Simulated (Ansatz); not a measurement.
Every step of a relaxation of hcp Gd (0001), 3 layers

DFT, PBE, PAW with Ansatz's default frozen-core files, scalar-relativistic (Ansatz 0.2.0); a Γ-centred 12×12×1 k mesh, Fermi–Dirac smearing of 0.05 eV, spin-polarised from start moments Gd1 7, Gd2 7, Gd3 7 μB. The run relaxes the atoms in the fixed cell.

Command: `ansatz run input.yaml --threads 2 --pin off --max-ram 6144MiB --backend cpu --events-out ev --progress --plain --runs-dir out` It took 52 s on 2 threads of Intel(R) Xeon(R) 6975P-C (Granite Rapids), on a shared host, peak memory 0.74 GiB.

```yaml
crystal:
  lattice:
    - [3.6473765381, 0.0, 0.0]
    - [-1.823688269, 3.1587207391, 0.0]
    - [0.0, 0.0, 21.8375]
  atoms:
    - { symbol: Gd, position: [0.0, 0.0, 0.3663419019], spin: 7.0 }
    - { symbol: Gd, position: [0.333333334, 0.666666666, 0.5], spin: 7.0 }
    - { symbol: Gd, position: [0.0, 0.0, 0.6336580981], spin: 7.0 }
magnetization:
  spin_polarized: true
kpoints:
  mp_grid: { grid: [12, 12, 1] }
scf:
  occupations: { method: fermi_dirac, width: 0.05 }
hamiltonian:
  xc: pbe
  pseudopotentials: { kind: paw }
output:
  forces: true
  stress: true
  eigenvalues: true
  write_density: true
  write_potential: true
  elf: true
  volumetric_format: npy
relax:
  f_tol: 0.01
  max_steps: 40
efield:
  axis: 3
  amplitude: 0
  dipole_correction: true
```

Each step lists its free energy a cell above the last geometry, and Cartesian positions (Å) with forces (eV/Å).

The first step:

```
step 1  dF = 13.36 meV
  Gd 0.0000 0.0000 8.0000   0.0000 0.0000 0.1456
  Gd 0.0000 2.1058 10.9187   0.0000 0.0000 0.0000
  Gd 0.0000 0.0000 13.8375   0.0000 0.0000 -0.1456
```

The open f shell is treated without a Hubbard term, so these are results of the method, and the state needn't be the lowest. Spin–orbit coupling is left out, which matters for the heavy atoms. The cell is 1×1, so reconstructions are forbidden, and in slabs of four or five layers the relaxations can be far larger than at a real surface.

Question: Where does the relaxation end, and by which steps?

Answer: After 3 geometries, with a shortest distance of 3.527 Å and a cell moment of 23.48 μB. The further steps:
```
step 2  dF = 0.19 meV
  Gd 0.0000 0.0000 8.0782   0.0000 0.0000 0.0186
  Gd 0.0000 2.1058 10.9188   0.0000 0.0000 0.0000
  Gd 0.0000 0.0000 13.7593   0.0000 0.0000 -0.0186
step 3  dF = 0.00 meV
  Gd 0.0000 0.0000 8.0894   0.0000 0.0000 -0.0019
  Gd 0.0000 2.1058 10.9187   0.0000 0.0000 0.0000
  Gd 0.0000 0.0000 13.7481   0.0000 0.0000 0.0019
```
